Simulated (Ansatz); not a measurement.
The numbers come from plane-wave PAW DFT (Ansatz): PBEsol, no spin polarisation, 420 eV, 5×5×5 Γ-centred k points, methfessel-paxton occupations (width 0.0202 eV). Nothing was relaxed.

Computed maps in the lattice plane spanned by b (left to right, 6.20 Å, 19 points from zero) and c (bottom to top, 6.20 Å, 19 points from zero), 60° apart, at height 0.780 along a. The fields are smooth PAW ones with compensation charges, not the true ones near nuclei.

Valence density. Digits on a logarithmic scale: 0 up to 0.03 e/Å³, each further digit a factor of 1.6, 9 from 1.3 e/Å³ up:
```
4567643222456543223
4689874223578875322
3699997423589998632
3589999632589999853
2369999742479989974
3247999742258999985
3124677642135899986
3101344432013578875
2100122221001245554
2222112221122222332
3444322222234443222
4577643222246776422
4699985322247999743
4699998421247999974
4589999631136999986
5469999742014799997
5456899742002468986
5444566542111235665
4555444432233323344
```

Task: The cell is KRb₂ScO₆. Which atoms lie within 0.2 Å of this plane, and where (fractions of b and c)?

Result: O at (0.22, 0.22), O at (0.22, 0.78), O at (0.78, 0.22), Rb at (0.75, 0.75). The whole cell:
```xyz
10
Lattice="0.0000 4.3834 4.3834 4.3834 0.0000 4.3834 4.3834 4.3834 0.0000" Properties=species:S:1:pos:R:3 pbc="T T T"
Sc    0.0000    0.0000    0.0000
O     1.9287    4.3834    4.3834
O     4.3834    1.9287    4.3834
O     6.8381    4.3834    4.3834
O     4.3834    6.8381    4.3834
O     4.3834    4.3834    1.9287
O     4.3834    4.3834    6.8381
Rb    2.1917    2.1917    2.1917
Rb    6.5751    6.5751    6.5751
K     4.3834    4.3834    4.3834
```

Origin: a known structure type with other elements, at an estimated volume, so it need not be a known compound. Caveats: many states at the Fermi level without spin polarisation, so a magnetic state may lie lower.
